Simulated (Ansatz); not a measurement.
This run works on a generated trial structure, not on a known crystal.

Input and command of a plane-wave DFT calculation in Ansatz:

```yaml
crystal:
  lattice:
    - [2.7225477166, 2.89e-08, 0.0]
    - [-1.3612738833, 2.3577954712, 0.0]
    - [0.0, 0.0, 6.8815441]
  atoms:
    - { symbol: Li, position: [0.3333333333, 0.6666666667, 0.30083] }
    - { symbol: Li, position: [0.6666666667, 0.3333333333, 0.69917] }
    - { symbol: Rh, position: [0.0, 0.0, 0.0] }
basis:
  ecutwfc: 420
kpoints:
  mp_grid: { grid: [18, 18, 8] }
hamiltonian:
  xc: pbe
scf:
  occupations: { method: fermi_dirac, width: 0.15 }
output:
  forces: true
  stress: true
  eigenvalues: true
relax:
  adjacent_minimum: "off"
  f_tol: 0.001
  max_steps: 60
  cell: { stress_tol: 0.01 }
```

```bash
ansatz run input.yaml --threads 1 --pin off --max-ram 3072MiB --backend cpu --events-out ev --progress --plain --runs-dir out
```

Processor: Arm Neoverse V1, 1 thread, on a host shared with other jobs.

Question: How long does it run, and how much memory does it take?

Answer: About 64 s, peak memory 0.45 GiB. It solves 16 bands at 266 k points (after reduction by symmetry) with about 869 plane waves (on the last cell), in 43 SCF iterations over 6 ionic steps.
